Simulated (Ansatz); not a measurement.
The elements of this relaxed trial crystal are hidden behind letters.

```
lattice vectors (Å)
   3.7849    0.0000    0.0000
  -1.8924    3.2778    0.0000
   0.0000    0.0000    7.6666
fractional positions
X 0.3333 0.6667 0.2045
X 0.6667 0.3333 0.7955
Z 0.3333 0.6667 0.6244
Z 0.6667 0.3333 0.3756
Z 0.0000 0.0000 0.0000
```

The calculation used Ansatz 0.2.0, DFT PBE, scalar-relativistic, plane waves, PAW. Settings of the last relaxation (5-atom cell): 420 eV, 12×12×6 k points, Gaussian smearing of 0.10 eV, no spin polarisation.

* Space group: P-3m1 (No. 164)
* Conventional cell: a = 3.785 Å, c = 7.667 Å
* Volume per atom: 19.02 Å³
* Density: 4.78 g/cm³
* Energy over the elements: +0.34 eV/atom
* Gap on the 12×12×6 mesh of the 5-atom cell: 0 eV (a metal)

Energies are uncorrected and count from the elements' standard states at the same level.

Problem. X is a p-block element of period 3 and Z is a p-block element of period 4. Which elements are they?

Solution. X = Si, Z = Ge, so the formula is Si2Ge3. Density times volume gives a mean mass of 4.78 × 19.02/1.6605 = 54.8 u per atom, and this set has 54.8 u. Si is surrounded by 6 Ge at 2.55–2.69 Å; around Ge on a site of symmetry 3m lie 3 Si at 2.55 Å and 3 Ge at 2.90 Å; Ge on a site of symmetry -3m is surrounded by 6 Si at 2.69 Å. Other sets within the hints have nearly the same mass, so mass alone doesn't settle it; this one was computed.

A structure relaxed within its symmetry needn't be a true minimum.
